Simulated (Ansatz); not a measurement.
SnPHO$_{5}$, in the lowest among the structures calculated here: P-1 (No. 2), aP16; a = 5.2854 Å, b = 5.3141 Å, c = 7.4901 Å, α = 106.48°, β = 108.18°, γ = 98.56°. Method: r2SCAN (plane waves to 500 eV, PAW, scalar-relativistic; Ansatz, a program for electronic structure). Element references, the lowest calculated here: Sn (Fd-3m), P (Cmce), H (Pa-3, a generated molecular cell), O (C2/m, ferromagnetic, forced by one molecule a cell; α-O2 is antiferromagnetic); gases are represented by their molecular solids.

Total energies (eV/atom, σ → 0; comparable only within this code, potentials and settings):

```json
[
 {"phase": "SnPHO5 (P-1)", "E (eV/atom)": "-1207.431"},
 {"phase": "Sn (Fd-3m)", "E (eV/atom)": "-6038.640"},
 {"phase": "P (Cmce)", "E (eV/atom)": "-759.164"},
 {"phase": "H (Pa-3)", "E (eV/atom)": "-15.945"},
 {"phase": "O (C2/m)", "E (eV/atom)": "-566.007"}
]
```

What is the formation energy of this P-1 form of SnPHO5 from the elements?

E_f = -1207.431 − [1 × (-6038.640) + 1 × (-759.164) + 1 × (-15.945) + 5 × (-566.007)] / 8 = -1.96 eV/atom (-15.7 eV per formula unit).

Static energies, no anion corrections, no zero-point energy. Values are rounded to 0.01 eV/atom. Spin-orbit coupling is missing from these energies, which matters for elements this heavy. The compounds carry no spin polarisation.
